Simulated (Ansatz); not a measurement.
AlN:
```cif
data_Al2N2
_chemical_formula_sum 'Al2 N2'
_space_group_name_H-M_alt 'P 1'
_space_group_IT_number 1
_cell_length_a 3.10664
_cell_length_b 3.10664
_cell_length_c 4.97863
_cell_angle_alpha 90.000
_cell_angle_beta 90.000
_cell_angle_gamma 120.000
loop_
_space_group_symop_operation_xyz
  'x, y, z'
loop_
_atom_site_label
_atom_site_type_symbol
_atom_site_fract_x
_atom_site_fract_y
_atom_site_fract_z
_atom_site_occupancy
Al1 Al 0.66667 0.33333 0.00341 1
Al2 Al 0.33333 0.66667 0.50341 1
N1 N 0.66667 0.33333 0.62179 1
N2 N 0.33333 0.66667 0.12179 1
```

Relaxed with r²SCAN (plane waves, PAW; program Ansatz). Indices refer to the conventional cell of P6_3mc, a = b = 3.107 Å, c = 4.979 Å, α = β = 90.00°, γ = 120.00°.

Question: Simulate the powder diffraction pattern (Mo Kα, λ = 0.71073 Å; lines above 1 %) up to 2θ = 45°.

Answer: Simulated powder pattern, Mo Kα, λ = 0.71073 Å (kinematic, ideal powder, no thermal factors, no anomalous dispersion; the 30 strongest lines at most, above 1 %, up to 2θ = 45°):

```
2θ (°)  d (Å)  I/Imax (%)         hkl
------  -----  ----------  ----------
15.18   2.690         100  (1 0 -1 0)
16.41   2.489          63      (0002)
17.27   2.367          96  (1 0 -1 1)
22.43   1.827          37  (1 0 -1 2)
26.45   1.553          71  (1 1 -2 0)
29.14   1.412          65  (1 0 -1 3)
30.64   1.345          11  (2 0 -2 0)
31.29   1.318          51  (1 1 -2 2)
31.76   1.299          18  (2 0 -2 1)
33.18   1.245         2.5      (0004)
34.95   1.183         8.7  (2 0 -2 2)
36.67   1.130         2.7  (1 0 -1 4)
39.76   1.045          21  (2 0 -2 3)
40.91   1.017         7.4  (2 1 -3 0)
41.79   0.996          14  (2 1 -3 1)
42.92   0.971         6.0  (1 1 -2 4)
44.36   0.941         6.9  (2 1 -3 2)
44.74   0.934          14  (1 0 -1 5)
```

The r²SCAN relaxation kept the symmetry of its start.

Potentials: the later of the program's two PAW sets.
